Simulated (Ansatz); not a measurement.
## KF: pressure against volume

KF, Fm-3m, a = 5.318 Å. Ansatz: r2SCAN, PAW, 500 eV, Γ-centred 8×8×8 mesh on 2 atoms, Gaussian smearing 0.02 eV; no spin polarisation. Symmetry fixes shape and atoms, so the cell is only scaled; pressure is positive in compression.

```tsv
V (Å³/atom)	P (GPa)
17.668	2.56
18.232	?
18.795	0.01
19.359	-0.96
19.923	-1.77
```

Question: Take V0 = 18.795 Å³/atom, count pressures from its P0 = 0.01 GPa, fit the third-order Birch–Murnaghan form to the other rows, and predict the missing pressure.

Answer: With the Eulerian strain f = ½[(V0/V)^(2/3) − 1] and y = (P − P0)/[3f(1 + 2f)^(5/2)], the form is the line y = B0 + 1.5 B0 (B0′ − 4) f. Rows (f, y): 0.02104, 36.4; -0.00976, 34.8; -0.01906, 34.3. Means f = -0.002593, y = 35.167; Σ(Δf)² = 0.0008810, ΣΔfΔy = 0.04605; the slope is their ratio. y = 35.30 + 52.26 f GPa, so B0 = 35.3 GPa and B0′ = 4 + 2 × (52.26)/(3 × 35.30) = 4.99. At V = 18.232, f = 0.01024, y = 35.84 and P = 1.17 GPa. The run gave 1.17 GPa, the same to the digits shown.

Cost: 5 runs of about 0.23 core-minutes in all, on Arm Neoverse V2 (shared hosts).